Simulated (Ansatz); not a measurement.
Hf:
```cif
data_Hf2
_chemical_formula_sum 'Hf2'
_space_group_name_H-M_alt 'P63/mmc'
_space_group_IT_number 194
_space_group_name_Hall '-P 6c 2c'
_cell_length_a 3.16043
_cell_length_b 3.16043
_cell_length_c 4.99564
_cell_angle_alpha 90.000
_cell_angle_beta 90.000
_cell_angle_gamma 120.000
loop_
_atom_site_label
_atom_site_type_symbol
_atom_site_symmetry_multiplicity
_atom_site_Wyckoff_symbol
_atom_site_fract_x
_atom_site_fract_y
_atom_site_fract_z
_atom_site_occupancy
Hf1 Hf 2 c 0.33333 0.66667 0.25000 1
```

Relaxed at zero pressure with DFT-PBEsol in the program Ansatz with PAW potentials.

The volume is lowered by 3 % and shape and atoms relax at that volume. What pressure results, and how do the axes share the change?

3.6 GPa; a -1.1 %, b -1.1 %, c -0.9 %; the energy rises by 7 meV/atom.

Give the new structure.


Space group P6₃/mmc (No. 194); a = 3.127 Å, b = 3.127 Å, c = 4.949 Å, α = 90.00°, β = 90.00°, γ = 120.00°

```
atom  site  symmetry       x       y       z
----  ----  --------  ------  ------  ------
Hf      2c      -6m2  0.3333  0.6667  0.2500
```

The phase is kept; no other phase was compared at this pressure.

Space group P6_3/mmc (hcp (Mg type)). The PBEsol relaxation kept the symmetry of its start; of distortions, only those at the zone centre were tested. The run is not spin-polarised. Axis ratios of metals converge slowly with the k-mesh, so a and c are less sure than the volume. Scalar-relativistic: spin–orbit coupling is off unless named, which matters more the heavier the elements.

Potentials: the earlier of the program's two PAW sets.
